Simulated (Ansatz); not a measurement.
**Al7Cu: rattling a relaxed structure**

The structure comes from a generated guess, relaxed at this level; another structure or a mixture of phases may lie lower.

Computed with Ansatz, DFT PBE, scalar-relativistic, plane waves, PAW. Settings: cutoff 420 eV, Γ-centred mesh 8×8×8 on the computed 8-atom cell, Gaussian smearing of 0.10 eV; no spin polarisation.

The cell below (8 atoms, space group Fm-3m (No. 225)) is relaxed within its symmetry.

```yaml
crystal:
  lattice:
    - [0.00000, 3.97976, 3.97976]
    - [3.97976, 0.00000, 3.97976]
    - [3.97976, 3.97976, 0.00000]
  atoms:
    - { symbol: Al, position: [0.50000, 0.00000, 0.00000] }
    - { symbol: Al, position: [0.00000, 0.50000, 0.50000] }
    - { symbol: Al, position: [0.00000, 0.50000, 0.00000] }
    - { symbol: Al, position: [0.50000, 0.00000, 0.50000] }
    - { symbol: Al, position: [0.00000, 0.00000, 0.50000] }
    - { symbol: Al, position: [0.50000, 0.50000, 0.00000] }
    - { symbol: Al, position: [0.00000, 0.00000, 0.00000] }
    - { symbol: Cu, position: [0.50000, 0.50000, 0.50000] }
```

For the test it was strained at random (σ = 1.5 % a component), the atoms were moved at random (σ = 0.05 Å), and all was relaxed again on a coarse 6×6×6 mesh (in the run’s order of axes) with 0.20 eV smearing, with no symmetry imposed.

Problem. Is the structure stable against such a distortion?

Solution. It returns, within 1 meV/atom of the unmoved cell on that mesh and with the same symmetry when read at 0.1 Å. No instability shows in this cell; modes of other wave vectors, which need another repeat, aren't tested.
